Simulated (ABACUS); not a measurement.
A self-consistent single point of Te (Pmc2_1, 4 atoms in the cell; from Materials Project mp-1178952, lattice scaled a little).

```xyz
4
Lattice="3.1621 0.0000 0.0000 0.0000 4.7903 0.0000 0.0000 0.0000 9.0755" Properties=species:S:1:pos:R:3 pbc="T T T"
Te     1.5810     2.6120     6.9047
Te     1.5810     2.1783     2.3670
Te     1.5810     4.7303     0.0834
Te     1.5810     0.0600     4.6211
```

Method: LDA (PW92), PseudoDojo 0.4 standard norm-conserving LDA (tails mended) pseudopotentials (plane waves; ABACUS).

ABACUS settings:

| key | value |
|---|---|
| KPT | Gamma 4 3 2 0 0 0 |
| basis_type | pw |
| dft_functional | PWLDA |
| ecutwfc | 82.3 Ry |
| smearing_method | fd |
| smearing_sigma | 0.00734986 Ry |
| potentials | PseudoDojo 0.4 standard norm-conserving LDA (tails mended) |
| symmetry | 1 |
| symmetry_prec | 1e-05 |
| ks_solver | cg |
| scf_nmax | 100 |
| scf_thr | 1.0e-09 Ry |
| mixing_type | broyden |

Results:

- Number of valence electrons = 64
- Number of bands = 42
- Number of k-points after the program's reduction = 12
- Number of plane waves (most at a k-point) = 11730
- Number of SCF iterations = 8
- FFT grid = 36 × 54 × 100
- Free energy E − TS = -11380.5511 eV
- Fermi level (on the code's own zero) = 8.13 eV
- Pressure = -4.56 GPa
- Largest force (vector length) = 0.155 eV/Å

Forces (eV/Å):
```csv
atom,Fx,Fy,Fz
Te1,0.000,0.152,0.028
Te2,0.000,-0.152,0.028
Te3,0.000,-0.037,-0.028
Te4,0.000,0.037,-0.028
```

Stress (GPa, positive for compression):
```
 1.20   0.00   0.00
 0.00  -7.97   0.00
 0.00   0.00  -6.93
```

The structure comes from a collection of computed structures, made at another level of theory; the collection holds predicted forms beside known ones. Its lattice was then scaled. No clean gap shows at this smearing width and mesh (spacing up to 0.50 Å⁻¹); the mesh is coarse for partly filled bands, so the values carry mesh errors. Semi-local functionals can close small gaps.

Cost on one core: roughly 4 core-minutes.

“Tails mended”: in these copies of the files the far tail of each local potential was reset to the Coulomb form.
